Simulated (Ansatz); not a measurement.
Ti₃Al (D019 type, space group P6_3/mmc)

```xyz
8
Lattice="5.7553 0.0000 0.0000 -2.8777 4.9842 0.0000 0.0000 0.0000 4.6546" Properties=species:S:1:pos:R:3 pbc="T T T"
Ti     2.8777     3.2921     1.1636
Ti    -1.4122     4.1382     3.4909
Ti     1.4655     0.8461     1.1636
Ti     0.0000     1.6922     3.4909
Ti     4.2898     0.8461     1.1636
Ti     1.4122     4.1382     3.4909
Al     0.0000     3.3228     1.1636
Al     2.8777     1.6614     3.4909
```

The slice is a (-1 1 0 0) plane (indices of the conventional cell) through the point (0.830, 0.170, 0.250) (fractional), spanned by u = [001] and v = [110] in vectors of this cell: u (4.65 Å) and v (5.76 Å, at 90° to u). It covers one period; positions are fractions (u, v).

Level of theory: PBE (plane waves to 420 eV, PAW, scalar-relativistic; Ansatz, a program for electronic structure). k mesh 10×10×10. Near the nuclei the fields are pseudised (PAW); where an atom keeps semicore shells as valence, they peak there. The PAW data are Ansatz's earlier set. Ti3Al is run without spin polarisation. Ti3Al was relaxed with its symmetry unable to fall.

Three fields on this plane, each scaled to ten steps between its own extremes (0 low, 9 high; the total valence density on a logarithmic scale, the potential cut 8 eV below its top; x marks points blanked near nuclei; v = 0 in the bottom row):

Map A
```
|xxxx489888984xxx|
|xxx05775557750xx|
|xx0476400046740x|
|2368850xxx058863|
|6789850xxx058987|
|4578850xxx058875|
|xx1686300036861x|
|xxx17875457871xx|
|xxxx599888995xxx|
|xxxx599999995xxx|
|xxxx599888995xxx|
|xxx17875457871xx|
|xx1686300036861x|
|4578850xxx058875|
|6789850xxx058987|
|2368850xxx058863|
|xx0476400046740x|
|xxx05775557750xx|
|xxxx489888984xxx|
|xxxx389999983xxx|
```

Map B
```
|xxxx312222213xxx|
|xxx61112321116xx|
|xx6100257520016x|
|3210015xxx510012|
|1110017xxx710011|
|3221016xxx610122|
|xx3211379731123x|
|xxx32234643223xx|
|xxxx323454323xxx|
|xxxx333454333xxx|
|xxxx323454323xxx|
|xxx32234643223xx|
|xx3211379731123x|
|3221016xxx610122|
|1110017xxx710011|
|3210015xxx510012|
|xx6100257520016x|
|xxx61112321116xx|
|xxxx312222213xxx|
|xxxx422222224xxx|
```

Map C
```
|xxxx157666751xxx|
|xxx01432123410xx|
|xx0022000002200x|
|0013300xxx003310|
|4456300xxx003654|
|8887400xxx004788|
|xx8852001002588x|
|xxx87532223578xx|
|xxxx877777778xxx|
|xxxx988999889xxx|
|xxxx877777778xxx|
|xxx87532223578xx|
|xx8852001002588x|
|8887400xxx004788|
|4456300xxx003654|
|0013300xxx003310|
|xx0022000002200x|
|xxx01432123410xx|
|xxxx157666751xxx|
|xxxx168888861xxx|
```

Task: Assign the maps to these fields: electron localisation function (ELF); valence electron density; electrostatic potential energy of an electron, from the cell's mean.

Result: A is the electrostatic potential energy of an electron, from the cell's mean; B is the valence electron density; C is the electron localisation function (ELF).
